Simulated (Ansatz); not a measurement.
Input:

As:
```cif
data_As2
_chemical_formula_sum 'As2'
_space_group_name_H-M_alt 'P 1'
_space_group_IT_number 1
_cell_length_a 4.24347
_cell_length_b 4.24347
_cell_length_c 4.24347
_cell_angle_alpha 60.000
_cell_angle_beta 60.000
_cell_angle_gamma 60.000
loop_
_space_group_symop_operation_xyz
  'x, y, z'
loop_
_atom_site_label
_atom_site_type_symbol
_atom_site_fract_x
_atom_site_fract_y
_atom_site_fract_z
_atom_site_occupancy
As1 As 0.00000 0.00000 0.00000 1
As2 As 0.25000 0.25000 0.25000 1
```

This is the PBEsol-relaxed structure.

Task: All from PBEsol (plane waves, PAW; program Ansatz), unless another level is named. Estimate the bulk modulus (Birch–Murnaghan fit).

Result: 50.3 GPa.

Task: And the elastic constants (relaxed ions, GPa)?

Result: C11 = 38.5, C12 = 58.8, C44 = -35.2.

Task: Give the highest zone-centre frequency.

Result: 202 cm⁻¹.

Space group Fd-3m (diamond). The start of the workflow was typed in or built on a structure type; neither database checked (COD, Materials Project) lists it. It is not the phase usual at ambient conditions (space group No. 166). The cell was relaxed with PBEsol under the symmetry of its start. At this level the phase is mechanically unstable. As this level gives no gap, shear constants depend on the k-mesh and smearing (Fermi–Dirac, 0.1 eV here). As this level gives no gap, phonon frequencies hold no LO–TO term and depend on the k-mesh and smearing (Fermi–Dirac, 0.1 eV here).

Potentials: the later of the program's two PAW sets.
